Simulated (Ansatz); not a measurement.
All numbers below come from Ansatz 0.2.0, DFT PBE, scalar-relativistic, plane waves, PAW, and for the lanthanide a 4f-in-core norm-conserving potential. All cells share a 630 eV cutoff and Γ-centred k meshes spaced at most about 0.3 Å⁻¹ (about 0.25 or finer for metals, 2π included). No spin polarisation in the final relaxations.

All energies are static (0 K, no zero-point motion). All come from trial cells, and lower structures may exist.

Problem. Which of these relaxed structures of Dy2Be3O is the lowest in energy?
A.

```cif
data_structure
_symmetry_space_group_name_H-M 'P-62m'
_symmetry_Int_Tables_number 189
_cell_length_a 4.5032
_cell_length_b 4.5032
_cell_length_c 5.1728
_cell_angle_alpha 90.000
_cell_angle_beta 90.000
_cell_angle_gamma 120.000
_cell_volume 90.85
loop_
_atom_site_label
_atom_site_type_symbol
_atom_site_symmetry_multiplicity
_atom_site_Wyckoff_symbol
_atom_site_fract_x
_atom_site_fract_y
_atom_site_fract_z
_atom_site_occupancy
Dy1 Dy 2 c 0.33333 0.66667 0.00000 1
Be1 Be 3 g 0.56575 0.00000 0.50000 1
O1 O 1 a 0.00000 0.00000 0.00000 1
```

B.

```cif
data_structure
_symmetry_space_group_name_H-M 'R-3m:H'
_symmetry_Int_Tables_number 166
_cell_length_a 3.8559
_cell_length_b 3.8559
_cell_length_c 20.5388
_cell_angle_alpha 90.000
_cell_angle_beta 90.000
_cell_angle_gamma 120.000
_cell_volume 264.45
loop_
_atom_site_label
_atom_site_type_symbol
_atom_site_symmetry_multiplicity
_atom_site_Wyckoff_symbol
_atom_site_fract_x
_atom_site_fract_y
_atom_site_fract_z
_atom_site_occupancy
Dy1 Dy 6 c 0.66667 0.33333 0.73091 1
Be1 Be 9 d 0.16667 0.33333 0.83333 1
O1 O 3 a 0.00000 0.00000 0.00000 1
```

C.

```cif
data_structure
_symmetry_space_group_name_H-M 'P-6m2'
_symmetry_Int_Tables_number 187
_cell_length_a 5.3034
_cell_length_b 5.3034
_cell_length_c 5.0729
_cell_angle_alpha 90.000
_cell_angle_beta 90.000
_cell_angle_gamma 120.000
_cell_volume 123.57
loop_
_atom_site_label
_atom_site_type_symbol
_atom_site_symmetry_multiplicity
_atom_site_Wyckoff_symbol
_atom_site_fract_x
_atom_site_fract_y
_atom_site_fract_z
_atom_site_occupancy
Dy1 Dy 1 c 0.33333 0.66667 0.00000 1
Dy2 Dy 1 e 0.66667 0.33333 0.00000 1
Be1 Be 2 g 0.00000 0.00000 0.21053 1
Be2 Be 1 f 0.66667 0.33333 0.50000 1
O1 O 1 b 0.00000 0.00000 0.50000 1
```

Solution. B. It has space group R-3m (No. 166); the next, C, with space group P-6m2 (No. 187), lies 0.94 eV/atom higher. Counting Be or Dy atoms around O (for each partner element, those within 1.25 times its shortest distance or 1.15 times the sum of covalent radii, where it is the nearest in units of that sum or under 1.3), the lowest has O 6 and the next has O 2.

Cells relaxed within their symmetry can be saddle points. Some structure types and database cells were kept out of the candidates from the start, so a known form may be missing.

The lanthanide is trivalent by construction, without f bands, f moments or other valences.
